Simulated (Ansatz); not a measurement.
# Data sheet: MgCu₄Sn (DFT)

MgCu4Sn:
```
CELL_PARAMETERS angstrom
      0.00000     3.49468     3.49468
      3.49468     0.00000     3.49468
      3.49468     3.49468     0.00000
ATOMIC_POSITIONS crystal
  Cu 0.37552 0.37552 0.87344
  Cu 0.37552 0.87344 0.37552
  Cu 0.87344 0.37552 0.37552
  Cu 0.37552 0.37552 0.37552
  Sn 0.00000 0.00000 0.00000
  Mg 0.75000 0.75000 0.75000
```

Space group F-43m (No. 216); conventional cell a = b = c = 6.9894 Å, α = β = γ = 90.00°.

Method: plane-wave PAW r²SCAN (Ansatz code). Geometry: relaxed at this level of theory. Other levels are named where they apply.

Cell and energy:

```
Item                                                          Result
-----------------------------------------------------  -------------
Volume per atom                                             14.23 Å³
Density                                                   7.73 g/cm³
Formation energy from the elements (no fitted shifts)  -0.12 eV/atom
```

Electronic structure:

```
Quantity                                                                    Result
------------------------------------  --------------------------------------------
Electronic character                                             metallic (no gap)
Density of states at the Fermi level  0.13 states/eV per atom (mean over ±0.08 eV)
Gap with spin–orbit coupling                                       none (metallic)
```

Mechanics:

```
Quantity                             Result
----------------------------------  -------
Bulk modulus (Birch–Murnaghan fit)  116 GPa
Pressure derivative B′                  4.9
```

Charges:

```
Quantity                               Result
-------------  ------------------------------
Bader charges  Cu -0.36, Sn -0.19, Mg +1.62 e
```

The workflow started from an entry of the Crystallography Open Database (COD). Its standing as an ambient phase is unchecked. The cell was relaxed with r²SCAN under the symmetry of its start; its stability against distortions is not shown here. No spin polarisation was allowed. The references are the lowest solids computed at this level, not always the standard phases. Spin–orbit coupling is left out wherever it is not named.

Potentials: the later of the program's two PAW sets.
